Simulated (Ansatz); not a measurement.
Hf₂O:
```yaml
crystal:
  lattice:
    - [3.12879, 0.00000, 0.00000]
    - [-1.56439, 2.70961, 0.00000]
    - [0.00000, 0.00000, 10.77422]
  atoms:
    - { symbol: Hf, position: [0.66667, 0.33333, 0.88896] }
    - { symbol: Hf, position: [0.33333, 0.66667, 0.11104] }
    - { symbol: Hf, position: [0.33333, 0.66667, 0.38896] }
    - { symbol: Hf, position: [0.66667, 0.33333, 0.61104] }
    - { symbol: O, position: [0.00000, 0.00000, 0.75000] }
    - { symbol: O, position: [0.00000, 0.00000, 0.25000] }
```

Relaxed with PBEsol. Special points in fractions of this cell's reciprocal vectors: Γ (0.000, 0.000, 0.000); M (0.500, 0.000, 0.000); K (0.333, 0.333, 0.000); A (0.000, 0.000, 0.500); L (0.500, 0.000, 0.500); H (0.333, 0.333, 0.500).

Q: List the band energies nearest the Fermi level at these points for the program Ansatz at the PBEsol level (PAW).

A: In eV from the Fermi level; about four levels below and three above (degenerate sets whole), none deeper than 8.9 eV; points with the same levels are listed once.

```csv
k,below,above
Γ,-3.39 -2.65 -0.84 -0.50,1.07 1.07 1.16
M,-1.42 -1.30 -0.69 -0.61,1.15 2.03 2.64
K,-1.08 -1.08 -0.84 -0.84,1.49 1.49 2.01 2.01
A,-4.41 -4.41 -1.95 -1.95,0.72 0.72 1.00 1.00 1.00 1.00
L,-1.68 -1.68 -1.07 -1.07,0.27 0.27 2.32 2.32
H,-1.00 -1.00 -0.95 -0.95,1.47 1.47 2.26 2.26
```

Space group P6_3/mmc. The start of the workflow was typed in or built on a structure type; neither database checked (COD, Materials Project) lists it. Its standing as an ambient phase is unchecked. The cell was relaxed with PBEsol under the symmetry of its start; whether a distortion lowers the energy is not shown. No spin polarisation was allowed. Spin–orbit coupling is left out wherever it is not named.

Potentials: the earlier of the program's two PAW sets. The files were generated under PBE; for other functionals the program regenerates the frozen cores, and for LDA and PBEsol the local potential too.
